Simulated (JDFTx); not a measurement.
TiB2(0001) slab cut from bulk TiB2 (space group P6/mmm, indices of the conventional cell, lattice of the Materials Project entry mp-1145, not re-optimised): 7 atoms in 5 planes, a 1x1 cell of 7.93 Å² (|a| = 3.026, |b| = 3.026 Å), 6.3 Å between the outermost planes, Ti outermost, slab composition Ti3B4, cell height 22.5 Å, 8×8×1 k mesh, Fermi smearing 0.01 Ha, no spin polarisation. Whether this polymorph is the ambient one wasn't checked. Neither spin polarisation nor a larger cell was tried.

Final geometry:
```
7
Lattice="3.026 0.000 0.000 -1.513 2.621 0.000 0.000 0.000 22.500" Properties=species:S:1:pos:R:3 pbc="T T F"
B      1.513     0.874     9.636
B      0.000     1.747     9.636
B      1.513     0.874    12.864
B      0.000     1.747    12.864
Ti     0.000     0.000     8.088
Ti     0.000     0.000    11.250
Ti     0.000     0.000    14.412
```

Method: PBE, GBRV ultrasoft potentials, plane waves to 20/100 Ha, in JDFTx (a modified build). Liquid on both sides: CANDLE, water, 1 M KF; nuclei fixed, outer atoms relaxed in vacuum. U vs SHE = −μ/e − 4.44 V throughout (conventional absolute potential of the hydrogen electrode). Both faces are the same ideal termination; reconstructions, overlayers and chemisorbed solvent are outside this model. At negative charge CANDLE's numbers also depend on the cell height, by up to tenths of a volt. Convergence in thickness and k mesh wasn't tested for this slab.

```csv
U (V vs SHE),μ (eV),excess electrons per cell,"σ (μC/cm², per face)",run
-0.55,-3.89,0.053,-5.4,fixed potential
-0.40,-4.04,0.000,0.0,neutral
-0.25,-4.19,?,?,fixed potential
-0.14,-4.30,-0.149,15.0,fixed charge
```

### Question
Fill in the missing entries, row by row.

### Answer

- -0.25, excess electrons per cell: -0.045
- -0.25, σ (μC/cm², per face): 4.5
